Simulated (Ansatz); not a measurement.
SiS$_{2}$ in space group R3m (No. 160; Si on 3a, S on 3a, S on 3a), DFT-PBE in the program Ansatz with PAW potentials, all energies at zero smearing, with the estimated change up to a 700 eV cutoff added, with one set of potentials and settings (totals compare only within such a set). Cell of 3 atoms (1 Si, 2 S): -2440.211 eV.

```json
[
 {"element": "Si", "reference phase": "Fd-3m, 2 atoms in the cell", "E (eV/atom)": "-635.8096"},
 {"element": "S", "reference phase": "Fddd, 32 atoms in the cell", "E (eV/atom)": "-902.0599"}
]
```

Formation energy per atom, worked out: (-2440.211 − 1×(-635.8096) − 2×(-902.0599))/3 = -0.094 eV/atom (-9 kJ per mol of atoms), at 0 K, without zero-point energy or fitted corrections.

A made-up cell: these elements were put on the sites of a structure type; neither database checked (COD, Materials Project) lists it. COD files the formula under space group No. 72, 122, so this cell is another polymorph or a model. Whether it is the stable phase at ambient conditions was not checked. Symmetry was held in the PBE relaxation; its stability against distortions is not shown here. A crystal of weakly bound layers computed without a dispersion correction: the cell and the soft elastic constants depend strongly on that. The references are the lowest solids computed at this level, not always the standard phases.

Potentials: the later of the program's two PAW sets.
